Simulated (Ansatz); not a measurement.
LaRh:
```
LaRh
1.0
    1.98472    -5.75800     0.00000
    1.98472     5.75800     0.00000
    0.00000     0.00000     4.13212
La Rh
2 2
Direct
  0.86169   0.13831   0.75000
  0.13831   0.86169   0.25000
  0.58820   0.41180   0.75000
  0.41180   0.58820   0.25000
```

Relaxed with r²SCAN. Special points in fractions of this cell's reciprocal vectors: Γ (0.000, 0.000, 0.000); Y (-0.500, 0.500, 0.000); C0 (-0.280, 0.720, 0.000); Σ0 (0.280, 0.280, 0.000); Z (0.000, 0.000, 0.500); A0 (0.280, 0.280, 0.500); E0 (-0.280, 0.720, 0.500); T (-0.500, 0.500, 0.500); S (0.000, 0.500, 0.000); R (0.000, 0.500, 0.500).

List the band energies nearest the Fermi level at these points for r²SCAN (plane waves, PAW; program Ansatz).

In eV from the Fermi level; about four levels below and three above (degenerate sets whole), none deeper than 8.9 eV; points with the same levels are listed once.

| k | below | above |
|---|---|---|
| Γ | -1.27 -1.24 -1.14 -0.61 | 1.94 1.96 2.53 |
| Y | -1.34 -1.16 -1.13 -0.82 | 0.51 1.91 2.39 |
| C0 | -1.61 -1.33 -0.92 -0.85 | 0.04 0.22 0.86 |
| Z | -1.44 -1.44 -0.49 -0.49 | 1.20 1.20 1.72 1.72 |
| A0 | -1.27 -1.27 -0.97 -0.97 | 1.26 1.26 1.93 1.93 |
| T | -1.47 -1.47 -1.24 -1.24 | 0.96 0.96 2.19 2.19 |
| S | -1.20 -1.12 -0.95 -0.64 | 0.17 1.03 1.33 |
| R | -1.27 -1.27 -0.81 -0.81 | 1.75 1.75 2.09 2.09 |

Space group Cmcm. The first step of the workflow began from a Materials Project structure, measured or hypothetical; the Crystallography Open Database copy checked does not list it. Its standing as an ambient phase is unchecked. The r²SCAN relaxation kept the symmetry of its start; whether a distortion lowers the energy is not shown. The run is not spin-polarised. Scalar-relativistic: spin–orbit coupling is off unless named, which matters more the heavier the elements.

Potentials: the later of the program's two PAW sets.
